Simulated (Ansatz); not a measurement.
Here is the system:

TiPt₃ (Cu3Au type, space group No. 221), a = b = c = 3.921 Å, α = β = γ = 90.00°.

This is the r²SCAN-relaxed structure.

Task: All from r²SCAN (plane waves, PAW; program Ansatz), unless another level is named. Give the Poisson's ratio.

Result: 0.30.

Task: Give the elastic constants (relaxed ions, GPa).

Result: C11 = 373, C12 = 200, C44 = 145.

Space group Pm-3m (Cu3Au type). Symmetry was held in the r²SCAN relaxation; of distortions, only those at the zone centre were tested. The run is not spin-polarised. As this level gives no gap, shear constants depend on the k-mesh and smearing (Fermi–Dirac, 0.1 eV here). Spin–orbit coupling is left out wherever it is not named.

Potentials: the later of the program's two PAW sets.
